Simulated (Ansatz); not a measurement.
**Sn$_{3}$GeSe$_{4}$ (P4/mmm) at 2 levels of theory**

One geometry, relaxed with PBE; plane waves with PAW potentials in Ansatz, scalar-relativistic. No spin polarisation. Gaps are the least over mesh and band path; pressure is positive in compression.

```yaml
crystal:
  lattice:
    - [4.22456, 0.00000, 0.00000]
    - [0.00000, 4.22456, 0.00000]
    - [0.00000, 0.00000, 11.93925]
  atoms:
    - { symbol: Sn, position: [0.00000, 0.00000, 0.75466] }
    - { symbol: Sn, position: [0.00000, 0.00000, 0.24534] }
    - { symbol: Sn, position: [0.50000, 0.50000, 0.50000] }
    - { symbol: Ge, position: [0.50000, 0.50000, 0.00000] }
    - { symbol: Se, position: [0.00000, 0.00000, 0.00000] }
    - { symbol: Se, position: [0.50000, 0.50000, 0.24038] }
    - { symbol: Se, position: [0.00000, 0.00000, 0.50000] }
    - { symbol: Se, position: [0.50000, 0.50000, 0.75962] }
```

```
level  cutoff (eV)   k mesh  gap (eV)  pressure (GPa)
  PBE          420  10×10×4         0             0.0
```

What comes out on the same cell with PBEsol?

```
 level  cutoff (eV)   k mesh  gap (eV)  pressure (GPa)
PBEsol          420  10×10×4         0            -2.8
```

The cell was found from a structure generator's guess, not taken from experiment.
